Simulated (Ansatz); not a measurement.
The start is a randomly generated symmetric cell of PbO2 (space group No. 183). Cell shape, volume and atoms are optimised at zero target pressure with PBEsol (plane waves to 420 eV, PAW, scalar-relativistic; Ansatz, a first-principles code). The first steps use a coarse 6×6×9 k-mesh.

Input geometry:
```yaml
crystal:
  lattice:
    - [4.37534, 0.00000, 0.00000]
    - [-2.18767, 3.78915, 0.00000]
    - [0.00000, 0.00000, 2.67568]
  atoms:
    - { symbol: O, position: [0.33333, 0.66667, 0.70734] }
    - { symbol: O, position: [0.66667, 0.33333, 0.70734] }
    - { symbol: Pb, position: [0.00000, 0.00000, 0.81724] }
```

```json
{
 "initial_pressure": "-4 GPa (negative: the cell is under tension)",
 "outcome": "The space group goes from P6mm (No. 183) to P6/mmm (No. 191), with 3 atoms in the primitive cell",
 "energy_released": "0.54 eV/atom",
 "band_gap_at_the_end": "no gap (metallic)",
 "optimiser_moves": "23"
}
```

It ends as:

```cif
data_O2Pb
_chemical_formula_sum 'O2 Pb1'
_space_group_name_H-M_alt 'P6/mmm'
_space_group_IT_number 191
_space_group_name_Hall '-P 6 2'
_cell_length_a 3.75480
_cell_length_b 3.75480
_cell_length_c 3.26196
_cell_angle_alpha 90.000
_cell_angle_beta 90.000
_cell_angle_gamma 120.000
loop_
_atom_site_label
_atom_site_type_symbol
_atom_site_symmetry_multiplicity
_atom_site_Wyckoff_symbol
_atom_site_fract_x
_atom_site_fract_y
_atom_site_fract_z
_atom_site_occupancy
O1 O 2 c 0.33333 0.66667 0.00000 1
Pb1 Pb 1 b 0.00000 0.00000 0.50000 1
```

Final values are on a 14×14×14 k-mesh of the relaxed cell. No spin polarisation in the result.

The run could not lose the symmetry of its start: the end is stationary, and may be a saddle point rather than a minimum.

The relaxed structure here is a generated cell of PbO2: the first start was made by a random draw of sites in a space group, and the end was not matched to a known phase here, so it may be hypothetical. Known forms of PbO2 include space group No. 136.
